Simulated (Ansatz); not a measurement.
**A table of calculated K-39 parameters**

Computed with Ansatz: DFT, PBE, plane waves and PAW, scalar-relativistic, 420 eV cutoff. Q = 60.30 mb (Pyykkö 2018), I = 3/2. The cells come from the COD and the Materials Project (computed, not necessarily observed phases), with the atoms as given or relaxed (PBE, cell held). Calculated pressures reach 5 GPa in size and forces 0.5 eV/Å in them. Spin–orbit coupling is left out. At most two sites a crystal are listed; metals, magnetic cells and gradients under 0.03 × 10²¹ V/m² (0.12 where the gap is under 1 eV) that symmetry doesn't force to zero are left out, and those under about 0.1 are uncertain even in sign.

```
  crystal  space group                        first shell of K  C_Q (MHz)     η
      KCl        Fm-3m                          6 Cl at 3.15 Å          ?     ?
  KMgH3N2         Pnma  7 N at 2.92–3.36 Å; also 2 K at 3.66 Å      -2.77  0.98
  K2Se2O7         C2/c  8 O at 2.73–3.14 Å; also 1 O at 3.50 Å      -1.30  0.88
    KC3O3         Fddd                      8 O at 2.70–3.02 Å      -1.89  0.76
KAs4H3O12           P1                     12 O at 2.88–3.67 Å       1.64  0.90
    KMgF3        Pm-3m                          12 F at 2.82 Å          0     –
    KZnF3        Pm-3m                          12 F at 2.86 Å          ?     ?
```

Problem. Estimate the withheld values.

Solution. KCl (6 Cl at 3.15 Å): C_Q = 0 MHz, η = –; KZnF3 (12 F at 2.86 Å): C_Q = 0 MHz, η = –.

By the number of first neighbours, |C_Q| spans 1.3 to 1.9 MHz with 8, 0 to 1.6 MHz with 12.

Where η is near 1 the sign of C_Q means little.

The crystals are a selection from a larger pool of database entries, not a random sample of it.
